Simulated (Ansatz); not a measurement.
Polymorphs of Bi, each relaxed with plane-wave PAW r²SCAN (Ansatz code):

A: Pm-3m
a = b = c = 3.2533 Å, α = β = γ = 90.00°

```
atom  site  symmetry       x       y       z
----  ----  --------  ------  ------  ------
Bi      1b      m-3m  0.5000  0.5000  0.5000
```

B: diamond (Fd-3m)
a = 7.234 Å, b = 7.234 Å, c = 7.234 Å, α = 90.00°, β = 90.00°, γ = 90.00°

```csv
atom,site,symmetry,x,y,z
Bi,8b,-43m,0.5000,0.5000,0.5000
```

**Question.** Rank these by energy per atom at 0 K (lowest first), as r²SCAN gives it.

**Answer.** A (+0 meV/atom), B (+183 meV/atom)

Typed or built starts, not in the databases checked: B. Not the usual ambient phase: A; B. Unstable at this level: B. All cells were relaxed under the symmetry of their starts (and spin orders); stability against distortions was not tested throughout. Scalar-relativistic: spin–orbit coupling is off unless named, which matters more the heavier the elements.

Energies hold the estimated change up to a 700 eV cutoff; steps of a few meV lie near the error of the meshes.

Potentials: the later of the program's two PAW sets.
